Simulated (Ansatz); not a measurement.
## HfRu: stiffness from a series of strains

```yaml
crystal:
  lattice:
    - [3.22500, 0.00000, 0.00000]
    - [0.00000, 3.22500, 0.00000]
    - [0.00000, 0.00000, 3.22500]
  atoms:
    - { symbol: Hf, position: [0.00000, 0.00000, 0.00000] }
    - { symbol: Ru, position: [0.50000, 0.50000, 0.50000] }
```

Atom numbers follow the list: Hf1, Ru2.

The cell comes from COD entry 1523508, which wasn't checked; take it as a given geometry.

No spin–orbit coupling, which matters for the heavy atoms here.

Theory: DFT, PBEsol, all-electron LAPW, scalar-relativistic (Ansatz 0.2.0).

The runs use a Γ-centred 11×11×11 k mesh, Fermi–Dirac smearing of 0.08 eV, basis error target 0.5 meV/atom, no spin polarisation.

The strain is applied along the Cartesian axes of the cell as listed (the other components stay zero). Fractional coordinates are held (clamped ions).

σ is the change of stress from the unstrained cell, which is at -3.03 GPa; tension is positive, so slopes are stress–strain coefficients at that pressure. In a metal the k mesh adds noise.

Only quantities that a quadratic follows smoothly over the whole series are listed; rougher ones are left out.

```
    εzz  σzz (GPa)  σxx (GPa)
-0.0200      -7.93      -2.33
 0.0000       0.00       0.00
 0.0100       3.65       1.09
 0.0200       7.09       2.13
```

(1) Fit the series and read off the stiffness at zero strain.

(2) One run, at εzz = -0.0100, is withheld. Predict its row.

Answers

(1) Least-squares fits y = p0 + p1 x + p2 x² to the rows give σzz (GPa): p1 = 375, p2 = -1100; σxx (GPa): p1 = 112, p2 = -250. So C11 = 375 GPa and C12 = 112 GPa, which gives B = (C11 + 2 C12)/3 = 200 GPa.

(2) The fits give -3.86, -1.14; the run gave -3.86, -1.14.
